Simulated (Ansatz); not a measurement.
Given:

Mg:
```yaml
crystal:
  lattice:
    - [3.07275, 0.00000, 0.00000]
    - [-1.53638, 2.66108, 0.00000]
    - [0.00000, 0.00000, 3.05716]
  atoms:
    - { symbol: Mg, position: [0.00000, 0.00000, 0.00000] }
```

This is the PBEsol-relaxed structure. Cartesian axes are those of the cell as given.

Task: All from PBEsol in the plane-wave PAW code Ansatz, unless another level is named. Predict the bulk modulus (Birch–Murnaghan fit).

Result: 28.0 GPa.

Task: What about the elastic constants (relaxed ions, GPa)?

Result: C11 = 68.9, C12 = 24.4, C13 = 3.9, C33 = 58.4, C44 = -13.7.

Space group P6/mmm (simple hexagonal). The workflow started from a Materials Project entry (that database holds measured and hypothetical structures alike); the Crystallography Open Database copy checked does not list it. It is not the phase usual at ambient conditions (space group No. 194). The cell was relaxed with PBEsol under the symmetry of its start. At this level the phase is mechanically unstable. As this level gives no gap, shear constants depend on the k-mesh and smearing (Fermi–Dirac, 0.1 eV here).

Potentials: the later of the program's two PAW sets.
